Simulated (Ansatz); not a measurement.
BAs:
```
CELL_PARAMETERS angstrom
      2.93969     0.00000     0.00000
      0.00000     2.93969     0.00000
      0.00000     0.00000     2.93969
ATOMIC_POSITIONS crystal
  B  0.00000 0.00000 0.00000
  As 0.50000 0.50000 0.50000
```

Relaxed with PBE. Special points in fractions of this cell's reciprocal vectors: Γ (0.000, 0.000, 0.000); X (0.000, 0.500, 0.000); M (0.500, 0.500, 0.000); R (0.500, 0.500, 0.500).

Q: List the band energies nearest the Fermi level at these points for PBE (plane waves, PAW; program Ansatz).

A: In eV from the Fermi level; about four levels below and three above (degenerate sets whole), none deeper than 8.9 eV; … stands for higher levels left out; points with the same levels are listed once.

| k | below | above |
|---|---|---|
| Γ | -0.86 -0.86 -0.86 -0.32 | 5.68 5.68 … |
| X | – | 2.81 2.81 3.21 3.21 |
| M | -6.77 -6.77 -5.46 | 4.08 5.06 7.11 7.11 |
| R | -2.59 -1.96 -1.96 -1.96 | … |

Space group Pm-3m (CsCl type). A made-up cell: these elements were put on the sites of a structure type; neither database checked (COD, Materials Project) lists it. It is not the phase usual at ambient conditions (space group No. 216). Symmetry was held in the PBE relaxation; its stability against distortions is not shown here. Scalar-relativistic: spin–orbit coupling is off unless named, which matters more the heavier the elements.

Potentials: the later of the program's two PAW sets.
